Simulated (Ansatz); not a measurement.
Values for one crystal, relaxed and computed with DFT-LDA in the program Ansatz with PAW potentials; other levels are named.

- Volume per atom: 26.28 Å³
- Band gap: 3.83 eV (smallest direct gap 3.83 eV)
- Bulk modulus (Birch–Murnaghan fit): 11.1 GPa
- Gap with spin–orbit coupling: 3.81 eV
- Hole effective mass with spin–orbit coupling: 0.52, 5.1, 27 mₑ (principal values)
- Formation energy from the elements (no fitted shifts): -1.04 eV/atom
- Electron effective mass with spin–orbit coupling: 0.47, 0.53, 0.53 mₑ (principal values)

Problem. Which compound is it?
A) GaCl3, C2/m (Ga on 4i, Cl on 4g, Cl on 4i, Cl on 4i)
B) WS2, P6_3/mmc (W on 2c, S on 4f)
C) GaAs, zinc blende
D) AlAs, zinc blende

Solution. A, GaCl3, C2/m (Ga on 4i, Cl on 4g, Cl on 4i, Cl on 4i)

The first step of the workflow began from a Materials Project structure, measured or hypothetical; the Crystallography Open Database files this formula in space group No. 12, but the cells were not matched. Whether it is the stable phase at ambient conditions was not checked. The cell was relaxed with LDA under the symmetry of its start; its stability against distortions is not shown here. A crystal of weakly bound molecules computed without a dispersion correction: the cell and the soft elastic constants depend strongly on that. The references are the lowest solids computed at this level, not always the standard phases (solids in place of the gases). Scalar-relativistic: spin–orbit coupling is off unless named, which matters more the heavier the elements.

Potentials: the later of the program's two PAW sets.
